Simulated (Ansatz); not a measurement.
## Mo: energy along a strain

Mo, Im-3m, a = 3.150 Å. Ansatz: r2SCAN, PAW, 500 eV, Γ-centred 26×26×26 mesh on 1 atom, Gaussian smearing 0.15 eV; no spin polarisation. Cell vectors (Å): -1.575 1.575 1.575; 1.575 -1.575 1.575; 1.575 1.575 -1.575. The cell is strained by x per cent times the pattern (0 0 0 0 1 0) in the order xx yy zz yz xz xy (engineering shears), with fractional coordinates held. y is the free energy over the start, V0 = 15.634 Å³/atom. Symmetry makes y even in x.

```tsv
x (%)	y (meV/atom)
-2.00	2.14
-1.00	0.54
0.00	0.00
0.50	0.13
1.50	?
1.75	1.64
```

Task: Fit y = c2 x² + c4 x⁴ to the other rows, get the stiffness along the pattern, and predict the missing energy.

Result: Least squares on the rows shown. y = 0.5387 x² − 0.0009442 x⁴. The clamped-ion stiffness p·C·p = 2 × 5.387 eV × 160.2 / 15.634 Å³ = 110 GPa, which is C55 in these axes (C44 of the cubic crystal). At x = 1.50 the fit asked for gives 1.21 meV/atom. The run gave 1.20 meV/atom, so the fit is 0.01 meV/atom too high, a small miss on the scale of the series.

Cost: 6 runs of about 9.1 core-minutes in all, on Intel Xeon Processor @ 2.50GHz (Skylake/Cascade Lake) (shared hosts).